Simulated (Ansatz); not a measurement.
## Kick test of a cell of Ge6MoW2

It was reached by relaxing an invented guess, and it needn't be the stable form of this composition.

The calculation used DFT PBE, scalar-relativistic, plane waves, PAW (Ansatz 0.2.0). Plane waves to 420 eV, a k mesh through Γ of 10×10×10 on the computed 9-atom cell and Gaussian smearing (0.10 eV); no spin polarisation.

The cell below (9 atoms, space group Fmmm (No. 69)) is relaxed within its symmetry.

```yaml
crystal:
  lattice:
    - [0.00000, 4.14418, 7.08785]
    - [2.36216, 0.00000, 7.08785]
    - [2.36216, 4.14418, 0.00000]
  atoms:
    - { symbol: Ge, position: [0.00422, 0.32874, 0.67126] }
    - { symbol: Ge, position: [0.33779, 0.66221, 0.33779] }
    - { symbol: Ge, position: [0.67126, 0.99578, 0.00422] }
    - { symbol: Ge, position: [0.32874, 0.00422, 0.99578] }
    - { symbol: Ge, position: [0.66221, 0.33779, 0.66221] }
    - { symbol: Ge, position: [0.99578, 0.67126, 0.32874] }
    - { symbol: Mo, position: [0.00000, 0.00000, 0.00000] }
    - { symbol: W, position: [0.66635, 0.66635, 0.33365] }
    - { symbol: W, position: [0.33365, 0.33365, 0.66635] }
```

For the test it was strained at random (σ = 1.5 % a component), the atoms were moved at random (σ = 0.10 Å), and all was relaxed again on a coarse 6×6×6 mesh (in the run’s order of axes) with 0.20 eV smearing, with no symmetry imposed.

Spin–orbit coupling, which can matter for W, is left out.

Question: Is the structure stable against such a distortion?

Answer: It returns, within 1 meV/atom of the unmoved cell on that mesh and with the same symmetry when read at 0.1 Å. No instability shows in this cell; modes of other wave vectors, which need another repeat, aren't tested.
